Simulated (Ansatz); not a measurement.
## ScTl2, a known structure type with other elements, at an estimated volume

```
CELL_PARAMETERS angstrom
4.83213 0.00000 0.00000
-2.41607 4.18475 0.00000
0.00000 0.00000 3.60222
ATOMIC_POSITIONS crystal
Sc 0.00000 0.00000 0.00000
Tl 0.33330 0.66670 0.50000
Tl 0.66660 0.33330 0.50000
```

The numbers come from plane-wave PAW DFT (Ansatz): r2SCAN, no spin polarisation, 500 eV, 6×6×7 Γ-centred k points, cold occupations (width 0.1063 eV). Nothing was relaxed.

**Question.** Is the cell too large or too small?

**Answer.** The pressure is 2.6 GPa (compression positive), so with the atoms held at these fractions the cell would first expand. The principal stresses -5.0, 6.3, 6.3 GPa differ, so its shape would change too.

**Question.** Give the Bader charges.

**Answer.** Bader charges in e: Sc +1.32, Tl -0.66. In the mean Sc gives up most and Tl takes most.

**Question.** Are the atoms at rest?

**Answer.** The forces vanish by the symmetry of the sites.

**Question.** What do density and ELF say about some of the short contacts?

**Answer.** Tl–Tl at 2.79 Å: least valence density 0.34 e/Å³ and ELF 0.28 there. Sc–Tl at 3.32 Å: least valence density 0.11 e/Å³ and ELF 0.10 there. Sc–Sc at 3.60 Å: least valence density 0.11 e/Å³ and ELF 0.47 there. Both are smooth PAW fields, read partly inside the augmentation spheres.

**Question.** Is there a gap?

**Answer.** It is a metal, with about 1.7 states/eV a cell as the mean within 0.25 eV of the Fermi level, mostly Sc d (60 %) and Tl p (28 %).

Origin: a known structure type with other elements, at an estimated volume, so it need not be a known compound.
